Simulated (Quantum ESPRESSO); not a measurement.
SiGa3O5N, finding a planted mistake in a log

Computed values, not a measurement. The program is pw.x of Quantum ESPRESSO 7.5 (plane-wave density functional theory). The cell is made up: 10 atoms on a corundum lattice, with randomly drawn elements, strain and displacements, not relaxed. PseudoDojo standard norm-conserving files (v0.5 for PBE, v0.4.1 for LDA and PBEsol) set the functional; there is no spin polarisation, spin-orbit coupling or dispersion term, and the masses in the input are unused placeholders.

Intended input:

```
&control calculation='scf', pseudo_dir='./dojo.nc.sr.pbe.v0_5.standard.upf', outdir='./o', disk_io='low', tprnfor=.true., tstress=.true. /
&system ibrav=0, nat=10, ntyp=4, nbnd=45, ecutwfc=84.00895049, nosym=.true., tot_charge=0,
 occupations='smearing', smearing='fd', degauss=0.0018374661
/
&electrons conv_thr=7.350e-09, electron_maxstep=60, /
ATOMIC_SPECIES
Ga 1.0 Ga.upf
N 1.0 N.upf
O 1.0 O.upf
Si 1.0 Si.upf
CELL_PARAMETERS angstrom
2.508 1.448 4.5038
-2.508 1.448 4.5038
0.0 -2.896 4.5038
ATOMIC_POSITIONS angstrom
Si 0.0661 -0.1372 4.86
Ga 0.0578 -0.2301 2.0084
Ga 0.0675 0.0479 8.6723
Ga -0.0634 -0.1033 11.6014
O -1.1016 1.4208 7.8927
O -0.66 -1.4019 7.8302
N 1.7942 0.0783 7.9313
O 1.0466 -1.6392 5.5942
O 0.6222 1.6453 5.6559
O -1.993 -0.114 5.5501
K_POINTS automatic
5 5 5 1 1 1
```

The log is shortened where brackets say so; the opening notice, blank lines, dates and the lines on written files are dropped, and the path of the files is cut. It prints rydbergs, bohrs and kilobars, and counts compression as positive stress. Where no state is partly filled, the Fermi energy that it prints is only some level between the filled and the empty states on the mesh, and need not lie in the true gap.

Log of the intended run:

```
     Program PWSCF v.7.5
     Parallel version (MPI & OpenMP), running on       4 processor cores
     Number of MPI processes:                 4
     Threads/MPI process:                     1
     [start-up lines left out]
     bravais-lattice index     =            0
     lattice parameter (alat)  =      10.1186  a.u.
     unit-cell volume          =     662.2516 (a.u.)^3
     number of atoms/cell      =           10
     number of atomic types    =            4
     number of electrons       =        78.00
     number of Kohn-Sham states=           45
     kinetic-energy cutoff     =      84.0090  Ry
     charge density cutoff     =     336.0358  Ry
     scf convergence threshold =      7.3E-09
     mixing beta               =       0.7000
     number of iterations used =            8  plain     mixing
     Exchange-correlation= PBE
                           (   1   4   3   4   0   0   0)
     [axes and pseudopotential details left out]
   Cartesian axes
     site n.     atom                  positions (alat units)
         1        Si     tau(   1) = (   0.0123447  -0.0256232   0.9076428  )
         2        Ga     tau(   2) = (   0.0107946  -0.0429730   0.3750843  )
         3        Ga     tau(   3) = (   0.0126062   0.0089457   1.6196195  )
         4        Ga     tau(   4) = (  -0.0118404  -0.0192921   2.1666518  )
         5        O      tau(   5) = (  -0.2057324   0.2653455   1.4740232  )
         6        O      tau(   6) = (  -0.1232601  -0.2618157   1.4623508  )
         7        N      tau(   7) = (   0.3350808   0.0146231   1.4812320  )
         8        O      tau(   8) = (   0.1954607  -0.3061334   1.0447604  )
         9        O      tau(   9) = (   0.1162007   0.3072726   1.0562834  )
        10        O      tau(  10) = (  -0.3722083  -0.0212904   1.0365244  )
     number of k points=    63  Fermi-Dirac smearing, width (Ry)=  0.0018
                       cart. coord. in units 2pi/alat
        k(    1) = (   0.0000000   0.0000000   0.1188891), wk =   0.0320000
        k(    2) = (   0.0000000  -0.2465253   0.1981486), wk =   0.0320000
     [further k points left out]
     Dense  grid:    68965 G-vectors     FFT dimensions: (  60,  60,  60)
     Estimated max dynamical RAM per process >     199.40 MB
     Estimated total dynamical RAM >     747.08 MB
     Initial potential from superposition of free atoms
     starting charge      77.9913, renormalised to      78.0000
     Starting wfcs are   55 randomized atomic wfcs
     total cpu time spent up to now is        6.7 secs
     per-process dynamical memory:   162.3 Mb
     Self-consistent Calculation
     iteration #  1     ecut=    84.01 Ry     beta= 0.70
     Davidson diagonalization with overlap
     ethr =  1.00E-02,  avg # of iterations =  2.4
     total cpu time spent up to now is       19.6 secs
     total energy              =    -652.43418199 Ry
     estimated scf accuracy    <       2.41709626 Ry
     iteration #  2     ecut=    84.01 Ry     beta= 0.70
     Davidson diagonalization with overlap
     ethr =  3.10E-03,  avg # of iterations =  2.7
     total cpu time spent up to now is       32.4 secs
     total energy              =    -653.06708582 Ry
     estimated scf accuracy    <       2.59395538 Ry
     [iterations 3 to 11 left out]
     iteration # 12     ecut=    84.01 Ry     beta= 0.70
     Davidson diagonalization with overlap
     ethr =  5.45E-11,  avg # of iterations =  2.5
     total cpu time spent up to now is      146.0 secs
     total energy              =    -653.54635041 Ry
     estimated scf accuracy    <       0.00000002 Ry
     iteration # 13     ecut=    84.01 Ry     beta= 0.70
     Davidson diagonalization with overlap
     ethr =  2.46E-11,  avg # of iterations =  2.0
     total cpu time spent up to now is      155.9 secs
     End of self-consistent calculation
     [lines on levels left out]
     the Fermi energy is    10.8595 ev
!    total energy              =    -653.54635041 Ry
     estimated scf accuracy    <          2.0E-09 Ry
     smearing contrib. (-TS)   =      -0.00000000 Ry
     internal energy E=F+TS    =    -653.54635041 Ry
     The total energy is F=E-TS. E is the sum of the following terms:
     one-electron contribution =    -209.11600463 Ry
     hartree contribution      =     176.24123936 Ry
     xc contribution           =    -177.43529049 Ry
     ewald contribution        =    -443.23629464 Ry
     convergence has been achieved in  13 iterations
     Forces acting on atoms (cartesian axes, Ry/au):
     atom    1 type  4   force =    -0.01326435   -0.01973983   -0.09710936
     atom    2 type  1   force =    -0.10435760    0.15501593    0.07613008
     atom    3 type  1   force =     0.00079299   -0.03069308   -0.02509603
     atom    4 type  1   force =     0.04588739    0.04863547    0.04590199
     atom    5 type  3   force =     0.01465192   -0.00328500    0.07961322
     atom    6 type  3   force =    -0.05956227   -0.10989670   -0.02478012
     atom    7 type  2   force =     0.01511437    0.08009911    0.05675614
     atom    8 type  3   force =    -0.10958467    0.12860600   -0.00933903
     atom    9 type  3   force =     0.04015760   -0.16007392   -0.01387663
     atom   10 type  3   force =     0.17016462   -0.08866798   -0.08820025
     Total force =     0.438398     Total SCF correction =     0.000137
     Computing stress (Cartesian axis) and pressure
          total   stress  (Ry/bohr**3)                   (kbar)     P=       50.73
   0.00056615  -0.00006455  -0.00016825           83.28       -9.50      -24.75
  -0.00006455   0.00011215   0.00018337           -9.50       16.50       26.97
  -0.00016825   0.00018337   0.00035625          -24.75       26.97       52.41
     init_run     :      5.93s CPU      6.27s WALL (       1 calls)
     electrons    :    147.49s CPU    149.25s WALL (       1 calls)
     forces       :      1.78s CPU      1.82s WALL (       1 calls)
     stress       :      6.05s CPU      6.05s WALL (       1 calls)
     [timing details left out]
     PWSCF        :   2m41.69s CPU   2m43.95s WALL
     JOB DONE.
```

A second run was made from an input with one planted mistake. Its log:

```
     Program PWSCF v.7.5
     Parallel version (MPI & OpenMP), running on       4 processor cores
     Number of MPI processes:                 4
     Threads/MPI process:                     1
     [start-up lines left out]
     bravais-lattice index     =            0
     lattice parameter (alat)  =      10.1186  a.u.
     unit-cell volume          =     662.2516 (a.u.)^3
     number of atoms/cell      =           10
     number of atomic types    =            4
     number of electrons       =        78.00
     number of Kohn-Sham states=           63
     kinetic-energy cutoff     =      84.0090  Ry
     charge density cutoff     =     336.0358  Ry
     scf convergence threshold =      7.3E-09
     mixing beta               =       0.7000
     number of iterations used =            8  plain     mixing
     Exchange-correlation= PBE
                           (   1   4   3   4   0   0   0)
     [axes and pseudopotential details left out]
   Cartesian axes
     site n.     atom                  positions (alat units)
         1        Si     tau(   1) = (   0.0123447  -0.0256232   0.9076428  )
         2        Ga     tau(   2) = (   0.0107946  -0.0429730   0.3750843  )
         3        Ga     tau(   3) = (   0.0126062   0.0089457   1.6196195  )
         4        Ga     tau(   4) = (  -0.0118404  -0.0192921   2.1666518  )
         5        O      tau(   5) = (  -0.2057324   0.2653455   1.4740232  )
         6        O      tau(   6) = (  -0.1232601  -0.2618157   1.4623508  )
         7        N      tau(   7) = (   0.3350808   0.0146231   1.4812320  )
         8        O      tau(   8) = (   0.1954607  -0.3061334   1.0447604  )
         9        O      tau(   9) = (   0.1162007   0.3072726   1.0562834  )
        10        O      tau(  10) = (  -0.3722083  -0.0212904   1.0365244  )
     number of k points=    63  Fermi-Dirac smearing, width (Ry)=  0.0559
                       cart. coord. in units 2pi/alat
        k(    1) = (   0.0000000   0.0000000   0.1188891), wk =   0.0320000
        k(    2) = (   0.0000000  -0.2465253   0.1981486), wk =   0.0320000
     [further k points left out]
     Dense  grid:    68965 G-vectors     FFT dimensions: (  60,  60,  60)
     Estimated max dynamical RAM per process >     249.46 MB
     Estimated total dynamical RAM >     947.33 MB
     Initial potential from superposition of free atoms
     starting charge      77.9913, renormalised to      78.0000
     Starting wfcs are   55 randomized atomic wfcs +    8 random wfcs
     total cpu time spent up to now is        6.5 secs
     per-process dynamical memory:   208.4 Mb
     Self-consistent Calculation
     iteration #  1     ecut=    84.01 Ry     beta= 0.70
     Davidson diagonalization with overlap
     ethr =  1.00E-02,  avg # of iterations =  6.1
     total cpu time spent up to now is       25.0 secs
     total energy              =    -652.54884743 Ry
     estimated scf accuracy    <       2.28452098 Ry
     iteration #  2     ecut=    84.01 Ry     beta= 0.70
     Davidson diagonalization with overlap
     ethr =  2.93E-03,  avg # of iterations =  2.0
     total cpu time spent up to now is       39.7 secs
     total energy              =    -653.02595752 Ry
     estimated scf accuracy    <       2.82539834 Ry
     [iterations 3 to 11 left out]
     iteration # 12     ecut=    84.01 Ry     beta= 0.70
     Davidson diagonalization with overlap
     ethr =  2.08E-10,  avg # of iterations =  1.1
     total cpu time spent up to now is      177.3 secs
     total energy              =    -653.59583156 Ry
     estimated scf accuracy    <          7.5E-09 Ry
     iteration # 13     ecut=    84.01 Ry     beta= 0.70
     Davidson diagonalization with overlap
     ethr =  9.65E-12,  avg # of iterations =  2.0
     total cpu time spent up to now is      199.9 secs
     End of self-consistent calculation
     [lines on levels left out]
     the Fermi energy is    11.8498 ev
!    total energy              =    -653.59583157 Ry
     estimated scf accuracy    <          6.2E-10 Ry
     smearing contrib. (-TS)   =      -0.15709073 Ry
     internal energy E=F+TS    =    -653.43874083 Ry
     The total energy is F=E-TS. E is the sum of the following terms:
     one-electron contribution =    -208.75355551 Ry
     hartree contribution      =     175.97046336 Ry
     xc contribution           =    -177.41935405 Ry
     ewald contribution        =    -443.23629464 Ry
     convergence has been achieved in  13 iterations
     Forces acting on atoms (cartesian axes, Ry/au):
     atom    1 type  4   force =    -0.00828244   -0.02163379   -0.06939633
     atom    2 type  1   force =    -0.09865822    0.15452822    0.05709838
     atom    3 type  1   force =    -0.00335347   -0.02616945   -0.00880957
     atom    4 type  1   force =     0.04391443    0.04320562    0.02770032
     atom    5 type  3   force =     0.01588307   -0.00538467    0.06989552
     atom    6 type  3   force =    -0.05969214   -0.09982214   -0.02903788
     atom    7 type  2   force =     0.01696757    0.06617201    0.04827994
     atom    8 type  3   force =    -0.09922533    0.09932346   -0.00894029
     atom    9 type  3   force =     0.05329451   -0.12135926   -0.00199017
     atom   10 type  3   force =     0.13915201   -0.08885999   -0.08479992
     Total force =     0.381981     Total SCF correction =     0.000137
     Computing stress (Cartesian axis) and pressure
          total   stress  (Ry/bohr**3)                   (kbar)     P=       95.22
   0.00082841  -0.00004347  -0.00016974          121.86       -6.39      -24.97
  -0.00004347   0.00054973   0.00024007           -6.39       80.87       35.32
  -0.00016974   0.00024007   0.00056374          -24.97       35.32       82.93
     init_run     :      5.96s CPU      6.32s WALL (       1 calls)
     electrons    :    191.87s CPU    193.47s WALL (       1 calls)
     forces       :      2.93s CPU      2.97s WALL (       1 calls)
     stress       :      9.40s CPU      9.41s WALL (       1 calls)
     [timing details left out]
     PWSCF        :   3m30.39s CPU   3m32.56s WALL
     JOB DONE.
```

Question: what was wrong in the second input?

Answer: the smearing is too wide. The input lines that differ, file-writing options aside:

```
- &system ibrav=0, nat=10, ntyp=4, nbnd=45, ecutwfc=84.00895049, nosym=.true., tot_charge=0,
+ &system ibrav=0, nat=10, ntyp=4, nbnd=63, ecutwfc=84.00895049, nosym=.true., tot_charge=0,
-  occupations='smearing', smearing='fd', degauss=0.0018374661
+  occupations='smearing', smearing='fd', degauss=0.0558589697
```

|  | intended run | run with the mistake |
| --- | --- | --- |
| free energy (eV) | -8891.951 | -8892.624 |
| smearing term -TS (eV) | 0.0000 | -2.1373 |
| pressure (GPa) | 5.07 | 9.52 |
| largest force component (eV/Å) | 4.375 | 3.973 |
| largest change of a force component (eV/Å) |  | 0.995 |
| iterations | 13 | 13 |

For scale, a rerun of the intended cell at a cutoff of 1437 eV and k mesh 7 x 7 x 7 moved values by no more than 0.004 eV in energy, 0.03 GPa in stress and 0.002 eV/Å in force. The number of bands, nbnd, was set by rule from the electron count and the smearing, so it follows the mistake.